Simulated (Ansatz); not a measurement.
AlB2W2:
```xyz
5
Lattice="1.5388 -5.7658 0.0000 1.5388 5.7658 0.0000 0.0000 0.0000 3.1229" Properties=species:S:1:pos:R:3 pbc="T T T"
Al     0.0000     0.0000     0.0000
W      1.5388     1.6577     1.5614
W      1.5388    -1.6577     1.5614
B      1.5388     3.3992     0.0000
B      1.5388    -3.3992     0.0000
```

Relaxed with r²SCAN. Special points in fractions of this cell's reciprocal vectors: Γ (0.000, 0.000, 0.000); Y (-0.500, 0.500, 0.000); C0 (-0.268, 0.732, 0.000); Σ0 (0.268, 0.268, 0.000); Z (0.000, 0.000, 0.500); A0 (0.268, 0.268, 0.500); E0 (-0.268, 0.732, 0.500); T (-0.500, 0.500, 0.500); S (0.000, 0.500, 0.000); R (0.000, 0.500, 0.500).

**Question.** List the band energies nearest the Fermi level at these points for the program Ansatz at the r²SCAN level (PAW).

**Answer.** In eV from the Fermi level; about four levels below and three above (degenerate sets whole), none deeper than 8.9 eV; points with the same levels are listed once.

```csv
k,below,above
Γ,-4.35 -4.17 -4.17 -3.71,0.92 0.97 1.56
Y,-4.44 -4.29 -4.22 -3.78,0.05 0.68 0.87
C0,-4.18 -4.05 -3.75 -3.66,0.38 0.86 1.07
Z,-1.91 -1.44 -1.38 -0.49,1.76 2.10 2.67
A0,-5.71 -3.88 -3.46 -0.51,0.07 0.22 2.70
T,-3.41 -1.70 -1.06 -0.91,2.36 3.03 3.17
S,-4.15 -4.11 -3.92 -3.54,0.33 0.89 0.99
R,-5.73 -3.77 -3.49 -0.55,0.07 0.30 2.75
```

Space group Cmmm. The start of the workflow was typed in or built on a structure type; neither database checked (COD, Materials Project) lists it. Its standing as an ambient phase is unchecked. The cell was relaxed with r²SCAN under the symmetry of its start; whether a distortion lowers the energy is not shown. No spin polarisation was allowed. Scalar-relativistic: spin–orbit coupling is off unless named, which matters more the heavier the elements.

Potentials: the earlier of the program's two PAW sets.
